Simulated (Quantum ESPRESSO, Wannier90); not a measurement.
# Tight-binding from DFT: Se (P3₁21)

```xyz
3
Lattice="4.5048 0.0000 0.0000 -2.2524 3.9013 0.0000 0.0000 0.0000 4.9788" Properties=species:S:1:pos:R:3 pbc="T T T"
Se     0.9816     0.0000     1.6596
Se    -0.4908     0.8501    -1.6596
Se    -0.4908    -0.8501     0.0000
```

Materials Project entry mp-14; symmetrised, unrelaxed at this level. COD (Crystallography Open Database) has the formula in 4 space groups, this one among them (matched by group alone). Computed values, not measurements, from PBEsol: Quantum ESPRESSO (norm-conserving PseudoDojo potentials, cutoff 69 Ry, no spin polarisation, no spin-orbit coupling) on a Γ-centred 6×6×6 mesh, then Wannier90. Density: 12×12×6 mesh, cold smearing 0.01 Ry. The cell is built of weakly bound layers, chains or molecules, whose nearest atoms lie 3.56 Å apart. Database cells relaxed without dispersion often hold them too far apart, which can enlarge gaps and weakens couplings between them; spacing and stacking were not compared with the measured crystal. Spin-orbit coupling, left out, would split the p-like bands by a few tenths of an eV.

Functional, cutoff and mesh named above are those of the base row (6×6×6); the first column says what each row takes instead. Model: 9 functions from bands 16-24, start SCDM (isolated) (the valence bands). Energies are relative to the valence-band maximum; the misfit is to pw.x on a path, for all bands of the set. Only the mesh of Bloch states changes. Ω_total can sit in another minimum from row to row; Ω_I of an isolated set cannot.

Q: Among the meshes 2×2×2, 3×3×3, 4×4×4, 5×5×5, 6×6×6, 7×7×7, which is the coarsest that interpolates to 20 meV rms?

A: 4×4×4.

```json
[
 {"mesh": "2×2×2", "Ω_I (Å²)": "10.27", "Ω_total (Å²)": "12.24", "rms misfit (meV)": "90", "k-points (cost)": "8", "rough cost of nscf and overlaps (first row = 1)": "1.0"},
 {"mesh": "3×3×3", "Ω_I (Å²)": "12.45", "Ω_total (Å²)": "14.40", "rms misfit (meV)": "51", "k-points (cost)": "27", "rough cost of nscf and overlaps (first row = 1)": "2.8"},
 {"mesh": "4×4×4", "Ω_I (Å²)": "13.68", "Ω_total (Å²)": "15.53", "rms misfit (meV)": "16", "k-points (cost)": "64", "rough cost of nscf and overlaps (first row = 1)": "6"},
 {"mesh": "5×5×5", "Ω_I (Å²)": "14.32", "Ω_total (Å²)": "16.07", "rms misfit (meV)": "11", "k-points (cost)": "125", "rough cost of nscf and overlaps (first row = 1)": "13"},
 {"mesh": "6×6×6", "Ω_I (Å²)": "14.71", "Ω_total (Å²)": "16.39", "rms misfit (meV)": "2.4", "k-points (cost)": "216", "rough cost of nscf and overlaps (first row = 1)": "23"},
 {"mesh": "7×7×7", "Ω_I (Å²)": "14.99", "Ω_total (Å²)": "16.63", "rms misfit (meV)": "3.2", "k-points (cost)": "343", "rough cost of nscf and overlaps (first row = 1)": "40"}
]
```

Ω_I still rises with the mesh: the finite-difference spreads converge slowly and from below.
